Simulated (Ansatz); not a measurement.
SbSI:
```cif
data_I4S4Sb4
_chemical_formula_sum 'Sb4 S4 I4'
_space_group_name_H-M_alt 'P 1'
_space_group_IT_number 1
_cell_length_a 8.29250
_cell_length_b 4.01389
_cell_length_c 9.93680
_cell_angle_alpha 90.000
_cell_angle_beta 90.000
_cell_angle_gamma 90.000
loop_
_space_group_symop_operation_xyz
  'x, y, z'
loop_
_atom_site_label
_atom_site_type_symbol
_atom_site_fract_x
_atom_site_fract_y
_atom_site_fract_z
_atom_site_occupancy
Sb1 Sb 0.62752 0.75000 0.37563 1
Sb2 Sb 0.37248 0.25000 0.62437 1
Sb3 Sb 0.87248 0.25000 0.87563 1
Sb4 Sb 0.12752 0.75000 0.12437 1
S1 S 0.84099 0.75000 0.04877 1
S2 S 0.15901 0.25000 0.95123 1
S3 S 0.65901 0.25000 0.54877 1
S4 S 0.34099 0.75000 0.45123 1
I1 I 0.01113 0.75000 0.66918 1
I2 I 0.98887 0.25000 0.33082 1
I3 I 0.48887 0.25000 0.16918 1
I4 I 0.51113 0.75000 0.83082 1
```

Relaxed with LDA.

Question: Which orbitals make up the states near the band edges in the program Ansatz at the LDA level (PAW)?

Answer: Top 1 eV of the valence band: I 5p 57 %, S 3p 29 %, Sb 5s 7 %, Sb 5p 5 %. Bottom 1 eV of the conduction band: Sb 5p 58 %, S 3p 16 %, I 5p 14 %, outside the projected shells 6 %. Projections are on Löwdin-orthogonalised atomic valence shells; empty p or d shells of many metals are not among them.

Question: Tabulate the density of states.

Answer: States/eV per cell of 12 atoms, in 0.25 eV bins, energy from the valence-band maximum.

```tsv
E (eV)	total	I 5p	S 3p	Sb 5p
-7.88	1.64	0.07	0.22	0.04
-7.63	2.24	0.12	0.27	0.07
-7.38	3.07	0.21	0.35	0.12
-7.13	3.04	0.20	0.35	0.11
-6.88	0.73	0.06	0.09	0.02
-6.63	0.00	0.00	0.00	0.00
-6.38	0.00	0.00	0.00	0.00
-6.13	0.00	0.00	0.00	0.00
-5.88	0.00	0.00	0.00	0.00
-5.63	0.00	0.00	0.00	0.00
-5.38	0.00	0.00	0.00	0.00
-5.13	3.69	0.74	1.47	1.34
-4.88	7.61	1.59	3.06	2.64
-4.63	10.65	2.08	4.50	3.54
-4.38	4.87	0.81	2.25	1.56
-4.13	4.64	1.12	1.88	1.43
-3.88	7.44	1.91	2.93	2.27
-3.63	6.29	1.93	2.32	1.74
-3.38	9.63	3.53	3.16	2.47
-3.13	6.56	2.34	2.22	1.63
-2.88	9.03	3.14	3.05	2.24
-2.63	9.59	3.11	3.49	2.32
-2.38	7.80	3.01	2.66	1.67
-2.13	8.01	3.58	2.70	1.29
-1.88	11.79	5.60	3.99	1.50
-1.63	11.12	5.37	3.86	1.23
-1.38	12.82	6.99	4.09	1.06
-1.13	14.62	8.23	4.88	0.78
-0.88	16.26	9.88	4.73	0.70
-0.63	11.03	6.35	3.18	0.57
-0.38	12.92	6.45	4.05	0.92
-0.13	5.62	3.29	1.41	0.31
0.12	0.00	0.00	0.00	0.00
0.37	0.00	0.00	0.00	0.00
0.62	0.00	0.00	0.00	0.00
0.87	0.00	0.00	0.00	0.00
1.12	0.00	0.00	0.00	0.00
1.37	0.05	0.01	0.00	0.03
1.62	1.16	0.18	0.09	0.72
1.87	4.93	0.71	0.68	2.89
2.12	9.05	1.27	1.55	5.20
2.37	9.63	1.31	1.72	5.53
2.62	8.31	1.12	1.60	4.64
2.87	9.84	1.37	2.05	5.31
3.12	10.50	1.38	2.38	5.57
3.37	8.79	1.05	2.22	4.48
3.62	7.40	0.79	1.85	3.90
3.87	7.30	0.74	1.84	3.72
4.12	9.80	0.90	2.55	4.86
4.37	6.06	0.53	1.60	3.00
4.62	2.85	0.24	0.79	1.40
4.87	0.47	0.04	0.10	0.17
5.12	0.68	0.00	0.03	0.03
5.37	1.77	0.01	0.06	0.06
5.62	3.63	0.03	0.11	0.11
5.87	4.58	0.04	0.12	0.13
6.12	6.91	0.06	0.16	0.17
```

Space group Pnma. The workflow started from a Materials Project entry (that database holds measured and hypothetical structures alike); the Crystallography Open Database files this formula in space group No. 62, but the cells were not matched. Its standing as an ambient phase is unchecked. Symmetry was held in the LDA relaxation; whether a distortion lowers the energy is not shown. A crystal of weakly bound chains computed without a dispersion correction: the cell and the soft elastic constants depend strongly on that. Spin–orbit coupling is left out wherever it is not named.

Potentials: the later of the program's two PAW sets.
